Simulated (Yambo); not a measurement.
Here is the system:

```
CELL_PARAMETERS angstrom
      0.00000     2.28827     2.28827
      2.28827     0.00000     2.28827
      2.28827     2.28827     0.00000
ATOMIC_POSITIONS crystal
  Li 0.75000 0.75000 0.75000
  Li 0.25000 0.25000 0.25000
  O  0.00000 0.00000 0.00000
```

Workflow: norm-conserving PBEsol (Quantum ESPRESSO, 84 Ry, no spin-orbit coupling), then G0W0 in Yambo (6×6×6 Γ-centred k mesh, bands 3 to 95 and a 14 Ry block in the screening, 95 bands in G with the Bruneval-Gonze terminator, plasmon pole fitted at 27.2 eV).

Task: Give the PBEsol and G0W0 gaps between the band edges found on this mesh, and say where the edges lie.

Result: Edges: Γ → X. PBEsol: 4.90 eV; G0W0: 7.58 eV. Nearest settings tried, and what they do to the gap: 59 bands in G: +39 meV; 39 bands in W: -67 meV; 11 Ry block (137 vectors against 169): -33 meV. Not varied: mesh. So the settings aren't converged at that level. 

Geometry relaxed with PBEsol.
